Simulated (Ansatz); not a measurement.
## LiNbO2: enthalpy against pressure

LiNbO2, P6_3/mmc, a = 2.903 Å, c = 10.435 Å. The structure is a COD entry; whether it is the stable form wasn't checked. Ansatz: r2SCAN, PAW, 500 eV, Γ-centred 12×12×4 mesh on 8 atoms, Gaussian smearing 0.02 eV; no spin polarisation. Cell and atoms are relaxed at each pressure, and no other structure is tried, so the rows at high pressure may lie past a change of phase. y is the enthalpy over the state at zero pressure; there V0 = 9.522 Å³/atom. The pressures are the targets, met within 0.04 GPa.

| P (GPa) | y (eV/atom) |
| --- | --- |
| -3.0 | ? |
| 0.0 | 0.0000 |
| 3.0 | 0.1767 |
| 8.0 | 0.4644 |
| 15.0 | 0.8551 |
| 30.0 | 1.6538 |

Problem. Fit y = c1 P + c2 P² + c3 P³ to the other rows, say what c1 and c2 mean, and predict the missing value.

Solution. Least squares on the rows shown. y = 0.059395 P − 0.00017634 P² + 1.1353×10⁻⁶ P³. Since dH/dP = V, c1 is V0: 0.059395 eV/GPa × 160.2 = 9.515 Å³ against 9.522; c2 = −V0/(2B0) gives B0 = 168 GPa, where a Birch–Murnaghan fit to the volumes of the same runs (not shown) gives 158 GPa: a cubic over this range folds the higher terms into c2. At P = -3.0 the fit asked for gives -0.1798 eV/atom. The run gave -0.1801 eV/atom, so the fit is 0.0003 eV/atom too high, a small miss on the scale of the series.